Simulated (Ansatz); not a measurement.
Input and output for Hg (bcc type): DFT, LDA, PAW with Ansatz's default frozen-core files, fully relativistic files with spin-orbit coupling (Ansatz 0.2.0). This run: bcc relaxed.

The start is a guessed cell of a prototype that needn't be stable.

Command: `ansatz run input.yaml --threads 2 --pin off --max-ram 6144MiB --backend cpu --events-out ev --progress --plain --runs-dir out` It took 18 s on 2 threads of Arm Neoverse V1, on a shared host, peak memory 0.44 GiB.

```yaml
crystal:
  lattice:
    - [-1.7834648247, 1.7834648247, 1.7834648247]
    - [1.7834648247, -1.7834648247, 1.7834648247]
    - [1.7834648247, 1.7834648247, -1.7834648247]
  atoms:
    - { symbol: Hg, position: [0.0, 0.0, 0.0] }
kpoints:
  mp_grid: { grid: [16, 16, 16] }
scf:
  occupations: { method: fermi_dirac, width: 0.05 }
hamiltonian:
  xc: lda
  pseudopotentials: { kind: paw_fr }
output:
  forces: true
  stress: true
relax:
  f_tol: 0.005
  max_steps: 40
  cell: {}
magnetization:
  noncollinear: true
  spin_orbit: true
```

Output:

```
Engine: ansatz 0.2.0
Pseudopotentials: kind: paw_fr
Pseudopotential: Hg, paw_fr, valence charge 20, recommended cutoff 420 eV (normal), Hg.paw.azcp#standard-fr
Functional definition: SPW92
  exchange = slater_x
  correlation = pw_c
non-collinear run that drives no moment, with spin-orbit: no starting moment large enough to seed its density (crystal.atoms[].spin), no starting occupations that ask for one, no magnetisation constraint and no magnetic field, so the semilocal B_xc is pinned to zero
Crystal: 1 atoms, lattice volume = 22.691 Å³
Basis set: ecut = 420 eV, 429 PW (Γ)
Bands: 28, of which v1, the nominal top of the filled ones, is band 20 counted from 1 (19 counted from 0)
Symmetry: 48 space group operations + 48 with time reversal
Magnetic group: BNS 229.141 (UNI 1643), of the structure as read, at distance tolerance 2.8e-5 Å
k-points: 145 of 4096
Projection manifold: j_resolved (fully-relativistic pseudo-atomic orbitals)
Non-local potential: Hg, projectors of the file, l = 0: 3, l = 1: 4, l = 2: 4, l = 3: 2
PAW form: soft (Blöchl's): semilocal exchange-correlation on the pseudo side does not see the compensation charge
PAW frozen core: Hg, regenerated for the run's functional, and the local potential with it (the file was generated under x = pbe(κ = 0.804, μ = 0.2195149727645171), c = pbe(β = 0.06672455060314922))
PAW one-centre angular grid: Hg, 590 points (default); XC on 64 Gauss nodes
Initial density: superposition of atomic densities (chi_scale 0.1, normalization cell)
Initial wavefunctions: pseudopotential atomic-orbital guess
Functional: x = slater, c = lda
SCF iter   1: F=—  HF=-13561.506829 eV  |F-HF|=—  |Δ(HF+E_count)|=         —  Δρ=2.76e-2  dr2=2.24e-1  dr2_m=0.00e0 (ungated)  ethr=3.10e-3  |M|=0.00e0 ∫|m|=0.00e0 μB  |m|>n=0.0e0 m-floor=0.0e0 τ_xc=0.0e0  β_m=0.30  ⟨swp⟩=6.6  Hψ=9425  notcnv=0  defer=36
preconditioner: auto → Kerker (q_TF=auto, 2.671 Å⁻¹)  [metal: Δε(μ)=0.116 eV  Ē_g=14.955 eV  σ=0.050 eV  W_gap=0.45  n_scr=12 (ndim 8)  ℏωp=27.0 eV  f_vac=0.000  D(μ)=0.24/eV (n_scr^D=0)]
spin=Noncollinear: Kerker preconditioning applied to the charge; magnetization (m_x, m_y, m_z) channels mix plain (no charge-response kernel on spin).
SCF iter   2: F=—  HF=-13561.472523 eV  |F-HF|=—  |Δ(HF+E_count)|=   3.43e-2  Δρ=1.95e-2  dr2=1.15e-1  dr2_m=0.00e0 (ungated)  ethr=1.12e-3  |M|=0.00e0 ∫|m|=0.00e0 μB  |m|>n=0.0e0 m-floor=0.0e0 τ_xc=0.0e0  β_m=0.64  ⟨swp⟩=1.0  Hψ=2610  notcnv=0  defer=166
SCF iter   3: F=—  HF=-13561.433217 eV  |F-HF|=—  |Δ(HF+E_count)|=   3.93e-2  Δρ=4.08e-3  dr2=2.17e-3  dr2_m=0.00e0 (ungated)  ethr=5.74e-4  |M|=0.00e0 ∫|m|=0.00e0 μB  |m|>n=0.0e0 m-floor=0.0e0 τ_xc=0.0e0  β_m=0.82  ⟨swp⟩=2.1  Hψ=3111  notcnv=0  defer=324
SCF iter   4: F=—  HF=-13561.433498 eV  |F-HF|=—  |Δ(HF+E_count)|=   2.81e-4  Δρ=6.27e-4  dr2=1.11e-4  dr2_m=0.00e0 (ungated)  ethr=1.09e-5  |M|=0.00e0 ∫|m|=0.00e0 μB  |m|>n=0.0e0 m-floor=0.0e0 τ_xc=0.0e0  β_m=0.91  ⟨swp⟩=2.0  Hψ=2810  notcnv=0  defer=362
SCF iter   5: F=—  HF=-13561.433481 eV  |F-HF|=—  |Δ(HF+E_count)|=   1.72e-5  Δρ=1.57e-4  dr2=3.60e-6  dr2_m=0.00e0 (ungated)  ethr=5.55e-7  |M|=0.00e0 ∫|m|=0.00e0 μB  |m|>n=0.0e0 m-floor=0.0e0 τ_xc=0.0e0  β_m=0.96  ⟨swp⟩=2.0  Hψ=2677  notcnv=0  defer=362
SCF iter   6: F=—  HF=-13561.433478 eV  |F-HF|=—  |Δ(HF+E_count)|=   2.69e-6  Δρ=5.27e-5  dr2=4.90e-7  dr2_m=0.00e0 (ungated)  ethr=1.80e-8  |M|=0.00e0 ∫|m|=0.00e0 μB  |m|>n=0.0e0 m-floor=0.0e0 τ_xc=0.0e0  β_m=0.98  ⟨swp⟩=2.4  Hψ=3254  notcnv=0  defer=362
SCF iter   7: F=-13561.433478 eV  HF=-13561.433478 eV  |F-HF|=3.29e-9  |Δ(HF+E_count)|=   5.26e-8  Δρ=8.97e-6  dr2=1.41e-8  dr2_m=0.00e0 (ungated)  ethr=5.00e-10  |M|=0.00e0 ∫|m|=0.00e0 μB  |m|>n=0.0e0 m-floor=0.0e0 τ_xc=0.0e0  ⟨swp⟩=4.0  Hψ=6185  notcnv=0
SCF 1 converged in 7 iterations: F = -13561.433478 eV  dr2 = 1.41e-8
  greatest PAW one-centre occupation: 1.000 electrons in one spin orbital (limit 2), on the Hg atom at site 0 (counted from 0), in its partial waves of l = 0
relax step   1: F+E_penalty+E_count = -13561.43347809 eV  Δ(F+E_penalty+E_count) = +0.000e0 eV  max|allowed force component| = 0.000e0 eV/Å  Δτ_max = 0.0000 Å  P = -1.602 GPa  Ω = 22.691 Å³  (7 SCF iters, dr2 threshold 1.00e-7 eV, accepted)
Crystal: 1 atoms, lattice volume = 21.951 Å³
Projection manifold: j_resolved (fully-relativistic pseudo-atomic orbitals)
Initial density: handed on by an earlier stage of this run
Initial wavefunctions: those handed on with the density
iter 1 solved again at ethr=4.31e-6 eV; its pass at ethr=3.10e-3 eV (dr2=8.62e-4 eV) is discarded
SCF iter   1: F=—  HF=-13561.437613 eV  |F-HF|=—  |Δ(HF+E_count)|=         —  Δρ=1.65e-3  dr2=7.50e-4  dr2_m=0.00e0 (ungated)  ethr=4.31e-6  |M|=0.00e0 ∫|m|=0.00e0 μB  |m|>n=0.0e0 m-floor=0.0e0 τ_xc=0.0e0  β_m=0.30  ⟨swp⟩=2.0  Hψ=10476  notcnv=0
preconditioner: auto → Kerker (q_TF=auto, 2.686 Å⁻¹)  [metal: Δε(μ)=0.100 eV  Ē_g=15.538 eV  σ=0.050 eV  W_gap=0.43  n_scr=12 (ndim 8)  ℏωp=27.5 eV  f_vac=0.000  D(μ)=0.25/eV (n_scr^D=0)]
spin=Noncollinear: Kerker preconditioning applied to the charge; magnetization (m_x, m_y, m_z) channels mix plain (no charge-response kernel on spin).
SCF iter   2: F=—  HF=-13561.437490 eV  |F-HF|=—  |Δ(HF+E_count)|=   1.23e-4  Δρ=1.16e-3  dr2=3.76e-4  dr2_m=0.00e0 (ungated)  ethr=3.75e-6  |M|=0.00e0 ∫|m|=0.00e0 μB  |m|>n=0.0e0 m-floor=0.0e0 τ_xc=0.0e0  β_m=0.63  ⟨swp⟩=1.0  Hψ=2030  notcnv=0
SCF iter   3: F=—  HF=-13561.437360 eV  |F-HF|=—  |Δ(HF+E_count)|=   1.30e-4  Δρ=2.48e-4  dr2=8.63e-6  dr2_m=0.00e0 (ungated)  ethr=1.88e-6  |M|=0.00e0 ∫|m|=0.00e0 μB  |m|>n=0.0e0 m-floor=0.0e0 τ_xc=0.0e0  β_m=0.82  ⟨swp⟩=2.1  Hψ=2765  notcnv=0
SCF iter   4: F=—  HF=-13561.437360 eV  |F-HF|=—  |Δ(HF+E_count)|=   7.69e-7  Δρ=3.82e-5  dr2=2.01e-7  dr2_m=0.00e0 (ungated)  ethr=4.31e-8  |M|=0.00e0 ∫|m|=0.00e0 μB  |m|>n=0.0e0 m-floor=0.0e0 τ_xc=0.0e0  β_m=0.91  ⟨swp⟩=2.2  Hψ=3282  notcnv=0
SCF iter   5: F=-13561.437360 eV  HF=-13561.437360 eV  |F-HF|=2.08e-9  |Δ(HF+E_count)|=   1.29e-8  Δρ=7.85e-6  dr2=1.06e-8  dr2_m=0.00e0 (ungated)  ethr=5.00e-10  |M|=0.00e0 ∫|m|=0.00e0 μB  |m|>n=0.0e0 m-floor=0.0e0 τ_xc=0.0e0  ⟨swp⟩=3.1  Hψ=5520  notcnv=0
SCF 2 converged in 5 iterations: F = -13561.437360 eV  dr2 = 1.06e-8
relax step   2: F+E_penalty+E_count = -13561.43735962 eV  Δ(F+E_penalty+E_count) = -3.882e-3 eV  max|allowed force component| = 0.000e0 eV/Å  Δτ_max = 0.0000 Å  P = +0.069 GPa  Ω = 21.951 Å³  energy of the carried Pulay correction = +1.763e-4 eV  (5 SCF iters, dr2 threshold 1.00e-7 eV, accepted)
Crystal: 1 atoms, lattice volume = 21.981 Å³
Projection manifold: j_resolved (fully-relativistic pseudo-atomic orbitals)
iter 1 solved again at ethr=1.66e-9 eV; its pass at ethr=3.10e-3 eV (dr2=3.32e-7 eV) is discarded
SCF iter   1: F=—  HF=-13561.437359 eV  |F-HF|=—  |Δ(HF+E_count)|=         —  Δρ=6.61e-5  dr2=1.16e-6  dr2_m=0.00e0 (ungated)  ethr=1.66e-9  |M|=0.00e0 ∫|m|=0.00e0 μB  |m|>n=0.0e0 m-floor=0.0e0 τ_xc=0.0e0  β_m=0.30  ⟨swp⟩=2.8  Hψ=9554  notcnv=0
[... lines left out ...]
preconditioner: auto → Kerker (q_TF=auto, 2.686 Å⁻¹)  [metal: Δε(μ)=0.107 eV  Ē_g=15.548 eV  σ=0.050 eV  W_gap=0.45  n_scr=12 (ndim 8)  ℏωp=27.4 eV  f_vac=0.000  D(μ)=0.24/eV (n_scr^D=0)]
spin=Noncollinear: Kerker preconditioning applied to the charge; magnetization (m_x, m_y, m_z) channels mix plain (no charge-response kernel on spin).
SCF iter   2: F=—  HF=-13561.437175 eV  |F-HF|=—  |Δ(HF+E_count)|=   1.46e-6  Δρ=5.13e-5  dr2=8.50e-8  dr2_m=0.00e0 (ungated)  ethr=9.37e-10  |M|=0.00e0 ∫|m|=0.00e0 μB  |m|>n=0.0e0 m-floor=0.0e0 τ_xc=0.0e0  β_m=0.59  ⟨swp⟩=1.0  Hψ=2030  notcnv=0
SCF iter   3: F=—  HF=-13561.437175 eV  |F-HF|=—  |Δ(HF+E_count)|=   6.14e-9  Δρ=7.11e-6  dr2=2.82e-9  dr2_m=0.00e0 (ungated)  ethr=4.25e-10  |M|=0.00e0 ∫|m|=0.00e0 μB  |m|>n=0.0e0 m-floor=0.0e0 τ_xc=0.0e0  β_m=0.74  ⟨swp⟩=2.9  Hψ=3469  notcnv=0
SCF iter   4: F=—  HF=-13561.437175 eV  |F-HF|=—  |Δ(HF+E_count)|=  3.24e-10  Δρ=3.02e-7  dr2=5.35e-12  dr2_m=0.00e0 (ungated)  ethr=1.00e-12  |M|=0.00e0 ∫|m|=0.00e0 μB  |m|>n=0.0e0 m-floor=0.0e0 τ_xc=0.0e0  β_m=0.87  ⟨swp⟩=3.4  Hψ=8527  notcnv=0
SCF iter   5: F=-13561.437175 eV  HF=-13561.437175 eV  |F-HF|=1.82e-12  |Δ(HF+E_count)|=  1.82e-11  Δρ=1.22e-7  dr2=1.41e-12  dr2_m=0.00e0 (ungated)  ethr=1.00e-12  |M|=0.00e0 ∫|m|=0.00e0 μB  |m|>n=0.0e0 m-floor=0.0e0 τ_xc=0.0e0  ⟨swp⟩=4.0  Hψ=6781  notcnv=0
SCF 4 converged in 5 iterations: F = -13561.437175 eV  dr2 = 1.41e-12
relax step   4: F+E_penalty+E_count = -13561.43717465 eV  Δ(F+E_penalty+E_count) = +1.836e-4 eV  max|allowed force component| = 0.000e0 eV/Å  Δτ_max = 0.0000 Å  P = -0.002 GPa  Ω = 21.981 Å³  stress off target by 2.14e-3 GPa  SCF on the basis re-selected at this cell (its energy is not comparable with the rows above)  (5 SCF iters)
basis re-selected at this cell: Δ(F+E_penalty+E_count) = +1.836e-4 eV, ΔP = +0.004 GPa vs the last step (what re-selecting the basis moved, of the pressure what is left beyond the Pulay correction that the steps carried, after the strain that the cell walked since its last selection, with what the two solves' SCF thresholds leave and, on support functions, any second-order correction that the steps lacked; it is no measure of the basis error at this ecutwfc). This SCF's stress stands 2.14e-3 GPa from its target on what of the cell is left free (relax.cell.stress_tol is 5.00e-2 GPa) and its largest allowed force component is 0.00e0 eV/Å (relax.f_tol is 5.00e-3 eV/Å): within both
SCF converged after 5 iterations
Magnetization: |M| = 0.0000 μB,  M = (+0.0000, +0.0000, +0.0000) μB
Absolute magnetization: 0.0000 μB (∫|m|)
  site 0: m = (+0.0000, +0.0000, +0.0000) μB, |m| = 0.0000 μB  (R = 1.26 Å)
Free energy (F): -13561.437175 eV
Harris-Foulkes:  -13561.437175 eV  (|F-HF|=1.82e-12)
Internal energy: -13561.435166 eV  (E = F + TS)
E sigma→0 (E₀):  -13561.436170 eV
Entropy (-TS):   -0.002008 eV (-2.008 meV/atom)
Fermi energy:    15.818924 eV
--- Per-component energies (eV) ---
  E_band       = -375.139468
  E_kinetic    = 605.814423
  E_local      = -2377.631524  (includes V_loc(G=0)·N_el)
  E_nonlocal   = 64.755502
  E_hartree    = 1018.353676
  E_xc         = -220.041755
  E_vxc        = -263.424080  (∫ρ·V_xc dr)
  E_paw        = -9683.663959  (= ΣΔE_a)
  E_vpaw       = -441.361889  (= ΣTr[D̂ρ^β])
  E_aug_tail   = 0.000797  (compensation charges beyond the density's cutoff)
  E_ewald      = -2969.607802
  E_core_change = 0.585474  (= ΣΔE_core)
  E_smearing   = -0.002008  (= −TS)
  E_closure    = -0.000000  (closes the sum)
  Σ components = -13561.437175   (vs F -13561.437175, Δ=0.00e0)
--- Forces (eV/Å), atoms counted from 1 ---
  atom   1  Hg    -0.00000000     0.00000000     0.00000000
  max |Σ_I F_I| component: 1.47e-29 eV/Å
--- Stress (GPa, compression-positive) ---
       -0.002137       0.000000       0.000000
       -0.000000      -0.002137       0.000000
       -0.000000       0.000000      -0.002137
  P = ⅓ Tr σ = -0.0021 GPa (-0.021 kbar)
--- Relaxed structure (3 steps of the walk, 3 accepted, 1 SCFs on fresh bases) ---
  F+E_penalty+E_count = -13561.43717465 eV   max|allowed force component| = 0.000e0 eV/Å   (the final SCF, on the basis selected at the relaxed cell)
  cell:  # Å, volume = 21.9810 Å³
    - [-1.7646664132736798, 1.7646664132736798, 1.7646664132736798]
    - [1.7646664132736798, -1.7646664132736798, 1.7646664132736798]
    - [1.7646664132736798, 1.7646664132736798, -1.7646664132736798]
  atoms:
    - { symbol: Hg, position: [0.0, 0.0, 0.0] }
```

Next run (hcp relaxed), as changes to the input before:

```diff
   lattice:
-    - [-1.7834648247, 1.7834648247, 1.7834648247]
-    - [1.7834648247, -1.7834648247, 1.7834648247]
-    - [1.7834648247, 1.7834648247, -1.7834648247]
+    - [3.1862461845, 0.0, 0.0]
+    - [-1.5931230922, 2.7593701385, 0.0]
+    - [0.0, 0.0, 5.1617188189]
   atoms:
-    - { symbol: Hg, position: [0.0, 0.0, 0.0] }
+    - { symbol: Hg, position: [0.3333333333, 0.6666666667, 0.25] }
+    - { symbol: Hg, position: [0.6666666667, 0.3333333333, 0.75] }
 kpoints:
-  mp_grid: { grid: [16, 16, 16] }
+  mp_grid: { grid: [15, 15, 8] }
 scf:
```

Command: `ansatz run input.yaml --threads 2 --pin off --max-ram 6144MiB --backend cpu --events-out ev --progress --plain --runs-dir out` It took 88 s on 2 threads of Arm Neoverse V1 (shared host), peak memory 0.66 GiB.

Results part of the output:

```
basis re-selected at this cell: Δ(F+E_penalty+E_count) = +6.699e-4 eV, ΔP = +0.005 GPa vs the last step (what re-selecting the basis moved, of the pressure what is left beyond the Pulay correction that the steps carried, after the strain that the cell walked since its last selection, with what the two solves' SCF thresholds leave and, on support functions, any second-order correction that the steps lacked; it is no measure of the basis error at this ecutwfc). This SCF's stress stands 1.08e-2 GPa from its target on what of the cell is left free (relax.cell.stress_tol is 5.00e-2 GPa) and its largest allowed force component is 2.44e-17 eV/Å (relax.f_tol is 5.00e-3 eV/Å): within both
SCF converged after 6 iterations
Magnetization: |M| = 0.0000 μB,  M = (+0.0000, +0.0000, +0.0000) μB
Absolute magnetization: 0.0000 μB (∫|m|)
  site 0: m = (+0.0000, +0.0000, +0.0000) μB, |m| = 0.0000 μB  (R = 1.28 Å)
  site 1: m = (+0.0000, +0.0000, +0.0000) μB, |m| = 0.0000 μB  (R = 1.28 Å)
Free energy (F): -27122.872245 eV
Harris-Foulkes:  -27122.872245 eV  (|F-HF|=0.00e0)
Internal energy: -27122.866323 eV  (E = F + TS)
E sigma→0 (E₀):  -27122.869284 eV
Entropy (-TS):   -0.005922 eV (-2.961 meV/atom)
Fermi energy:    16.408124 eV
--- Per-component energies (eV) ---
  E_band       = -731.802351
  E_kinetic    = 1211.288277
  E_local      = -4676.868603  (includes V_loc(G=0)·N_el)
  E_nonlocal   = 129.368199
  E_hartree    = 2006.547744
  E_xc         = -440.189524
  E_vxc        = -526.994996  (∫ρ·V_xc dr)
  E_paw        = -19366.879799  (= ΣΔE_a)
  E_vpaw       = -881.692371  (= ΣTr[D̂ρ^β])
  E_aug_tail   = 0.001601  (compensation charges beyond the density's cutoff)
  E_ewald      = -5987.305167
  E_core_change = 1.170949  (= ΣΔE_core)
  E_smearing   = -0.005922  (= −TS)
  E_closure    = -0.000000  (closes the sum)
  Σ components = -27122.872245   (vs F -27122.872245, Δ=0.00e0)
--- Forces (eV/Å), atoms counted from 1 ---
  atom   1  Hg    -0.00000000    -0.00000000    -0.00000000
  atom   2  Hg     0.00000000     0.00000000     0.00000000
  max |Σ_I F_I| component: 1.16e-18 eV/Å
--- Stress (GPa, compression-positive) ---
        0.010785       0.000000      -0.000000
       -0.000000       0.010785       0.000000
       -0.000000       0.000000       0.001147
  P = ⅓ Tr σ = 0.0076 GPa (0.076 kbar)
--- Relaxed structure (6 steps of the walk, 6 accepted, 1 SCFs on fresh bases) ---
  F+E_penalty+E_count = -27122.87224486 eV   max|allowed force component| = 2.443e-17 eV/Å   (the final SCF, on the basis selected at the relaxed cell)
  cell:  # Å, volume = 42.8888 Å³
    - [3.1408842585424814, -2.8456576520493486e-11, 8.945994232664048e-33]
    - [-1.5704421292465967, 2.720085558258668, -6.985943704932053e-34]
    - [1.1333886539430666e-32, 7.060453909809268e-33, 5.0200609859944345]
  atoms:
    - { symbol: Hg, position: [0.3333333333333333, 0.6666666666666667, 0.25] }
    - { symbol: Hg, position: [0.6666666666666666, 0.3333333333333333, 0.7500000000000001] }
```

Next run (sc relaxed), as changes to the input before:

```diff
   lattice:
-    - [3.1862461845, 0.0, 0.0]
-    - [-1.5931230922, 2.7593701385, 0.0]
-    - [0.0, 0.0, 5.1617188189]
+    - [2.9046410032, 0.0, 0.0]
+    - [0.0, 2.9046410032, 0.0]
+    - [0.0, 0.0, 2.9046410032]
   atoms:
-    - { symbol: Hg, position: [0.3333333333, 0.6666666667, 0.25] }
-    - { symbol: Hg, position: [0.6666666667, 0.3333333333, 0.75] }
+    - { symbol: Hg, position: [0.0, 0.0, 0.0] }
 kpoints:
-  mp_grid: { grid: [15, 15, 8] }
+  mp_grid: { grid: [14, 14, 14] }
 scf:
```

Command: `ansatz run input.yaml --threads 2 --pin off --max-ram 6144MiB --backend cpu --events-out ev --progress --plain --runs-dir out` It took 17 s on 2 threads of Arm Neoverse V1, on a shared host, peak memory 0.43 GiB.

Results part of the output:

```
basis re-selected at this cell: Δ(F+E_penalty+E_count) = +2.451e-4 eV, ΔP = +0.005 GPa vs the last step (what re-selecting the basis moved, of the pressure what is left beyond the Pulay correction that the steps carried, after the strain that the cell walked since its last selection, with what the two solves' SCF thresholds leave and, on support functions, any second-order correction that the steps lacked; it is no measure of the basis error at this ecutwfc). This SCF's stress stands 1.09e-4 GPa from its target on what of the cell is left free (relax.cell.stress_tol is 5.00e-2 GPa) and its largest allowed force component is 0.00e0 eV/Å (relax.f_tol is 5.00e-3 eV/Å): within both
SCF converged after 5 iterations
Magnetization: |M| = 0.0000 μB,  M = (+0.0000, +0.0000, +0.0000) μB
Absolute magnetization: 0.0000 μB (∫|m|)
  site 0: m = (+0.0000, +0.0000, +0.0000) μB, |m| = 0.0000 μB  (R = 1.18 Å)
Free energy (F): -13561.484857 eV
Harris-Foulkes:  -13561.484857 eV  (|F-HF|=1.82e-12)
Internal energy: -13561.481979 eV  (E = F + TS)
E sigma→0 (E₀):  -13561.483418 eV
Entropy (-TS):   -0.002878 eV (-2.878 meV/atom)
Fermi energy:    14.551000 eV
--- Per-component energies (eV) ---
  E_band       = -404.921031
  E_kinetic    = 605.521324
  E_local      = -2582.135538  (includes V_loc(G=0)·N_el)
  E_nonlocal   = 64.320741
  E_hartree    = 1105.695390
  E_xc         = -220.072622
  E_vxc        = -263.468357  (∫ρ·V_xc dr)
  E_paw        = -9683.238154  (= ΣΔE_a)
  E_vpaw       = -440.550837  (= ΣTr[D̂ρ^β])
  E_aug_tail   = 0.000815  (compensation charges beyond the density's cutoff)
  E_ewald      = -2852.159410
  E_core_change = 0.585474  (= ΣΔE_core)
  E_smearing   = -0.002878  (= −TS)
  E_closure    = -0.000000  (closes the sum)
  Σ components = -13561.484857   (vs F -13561.484857, Δ=0.00e0)
--- Forces (eV/Å), atoms counted from 1 ---
  atom   1  Hg     0.00000000    -0.00000000     0.00000000
  max |Σ_I F_I| component: 5.39e-33 eV/Å
--- Stress (GPa, compression-positive) ---
       -0.000109      -0.000000      -0.000000
       -0.000000      -0.000109      -0.000000
       -0.000000      -0.000000      -0.000109
  P = ⅓ Tr σ = -0.0001 GPa (-0.001 kbar)
--- Relaxed structure (4 steps of the walk, 4 accepted, 1 SCFs on fresh bases) ---
  F+E_penalty+E_count = -13561.48485710 eV   max|allowed force component| = 0.000e0 eV/Å   (the final SCF, on the basis selected at the relaxed cell)
  cell:  # Å, volume = 23.5147 Å³
    - [2.8649224641131283, 8.345696425678021e-34, -7.703719777548943e-34]
    - [8.345696425678021e-34, 2.8649224641131283, 0.0]
    - [-5.135813185032629e-34, 0.0, 2.8649224641131283]
  atoms:
    - { symbol: Hg, position: [0.0, 0.0, 0.0] }
```

The PAW files were made under PBE.
